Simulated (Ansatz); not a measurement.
MoN₂: computed DOS

Space group Fm-3m (No. 225). a = 4.919 Å, b = 4.919 Å, c = 4.919 Å, α = 90.00°, β = 90.00°, γ = 90.00°
| atom | site | symmetry | x | y | z |
| --- | --- | --- | --- | --- | --- |
| Mo | 4a | m-3m | 0.0000 | 0.0000 | 0.0000 |
| N | 8c | -43m | 0.2500 | 0.7500 | 0.7500 |

The runs use the primitive cell with vectors (0.000, 2.459, 2.459), (2.459, 0.000, 2.459), (2.459, 2.459, 0.000) Å, to which the k mesh refers.

The cell was built from the fluorite type and relaxed in the same program, and has space group Fm-3m; it needn't be a known or the stable phase.

Theory: DFT, PBE, all-electron LAPW, scalar-relativistic in Ansatz 0.2.0.

The runs use a Γ-centred 12×12×12 k mesh, Fermi–Dirac smearing of 0.05 eV, basis error target 0.5 meV/atom, no spin polarisation.

States per eV and cell, averaged over 0.4 eV, from -5.8 to 3.2 eV, with energies (bin centres) from the Fermi level; empty bins are left out. The partial columns, the largest 5 alone, are projections on Löwdin-orthogonalised atomic shells (those that the program's projection atoms carry: the occupied ones and, for some elements, an empty d or f shell; other empty shells have no column), summed over atoms of an element. Weights on diffuse s and p shells depend on that basis and aren't pure angular character.

```csv
E (eV),total,N 2p,Mo 4d,N 2s,Mo 5s,Mo 4p
-5.7,1.52,0.91,0.56,0.01,0.02,0.01
-5.3,1.97,1.31,0.56,0.04,0.03,0.01
-4.9,1.31,0.92,0.31,0.04,0.02,0.01
-4.5,1.84,1.28,0.44,0.06,0.04,0.01
-4.1,1.24,0.87,0.28,0.05,0.02,0.01
-3.7,0.91,0.60,0.23,0.05,0.02,0.00
-3.3,1.40,0.92,0.39,0.05,0.02,0.01
-2.9,1.59,1.02,0.47,0.06,0.02,0.01
-2.5,1.91,1.24,0.55,0.07,0.02,0.01
-2.1,2.06,1.35,0.59,0.07,0.02,0.01
-1.7,2.50,1.70,0.65,0.08,0.03,0.01
-1.3,1.39,0.99,0.32,0.04,0.01,0.01
-0.9,1.56,1.15,0.32,0.05,0.01,0.01
-0.5,1.02,0.79,0.17,0.04,0.00,0.00
-0.1,2.22,0.73,1.43,0.04,0.01,0.00
0.3,2.85,0.78,2.00,0.04,0.01,0.00
0.7,1.90,0.67,1.17,0.02,0.01,0.00
1.1,2.04,0.70,1.25,0.01,0.04,0.01
1.5,2.37,0.92,1.36,0.01,0.03,0.01
1.9,0.11,0.05,0.06,0.00,0.00,0.00
3.1,0.13,0.01,0.08,0.03,0.00,0.00
```

Problem. Which of the resolved shells contributes most within 0.3 eV of the Fermi level?

Solution. Mo 4d, with 66 % of all states there; N 2p follows with 31 %.
